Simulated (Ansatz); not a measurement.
NaI (rock salt), conventional cell a = 6.460 Å, b = 6.460 Å, c = 6.460 Å, α = 90.00°, β = 90.00°, γ = 90.00°. The calculation uses the primitive cell of 2 atoms, to which meshes and values per cell refer.

E(V) scan at fixed shape, V₀ the volume above. Symmetry pins the atoms to their sites.

All values below come from r2SCAN (plane waves to 500 eV, PAW, scalar-relativistic; Ansatz, an electronic-structure program). k mesh 9×9×9 (Γ-centred), Fermi-Dirac smearing 0.05 eV. E stands for the smeared free energy. Compression counts positive. NaI was relaxed with its symmetry unable to fall. Spin-orbit coupling is left out, though I is heavy. ΔE is measured from the relaxed starting cell.

**Question.** What ΔE (meV/atom) and P (GPa) does the calculation give at V/V₀ = 0.960, 0.980, 1.020, 1.060, 1.080, 1.100?

**Answer.** 
| V/V₀ | ΔE (meV/atom) | P (GPa) |
|---|---|---|
| 0.960 | 3.2 | 0.78 |
| 0.980 | 0.8 | 0.37 |
| 1.020 | 0.7 | -0.32 |
| 1.060 | 5.8 | -0.87 |
| 1.080 | 9.9 | -1.10 |
| 1.100 | 14.9 | -1.30 |

(A scan under strain: stresses follow from slopes of the energy per volume, elastic moduli from its curvatures.)
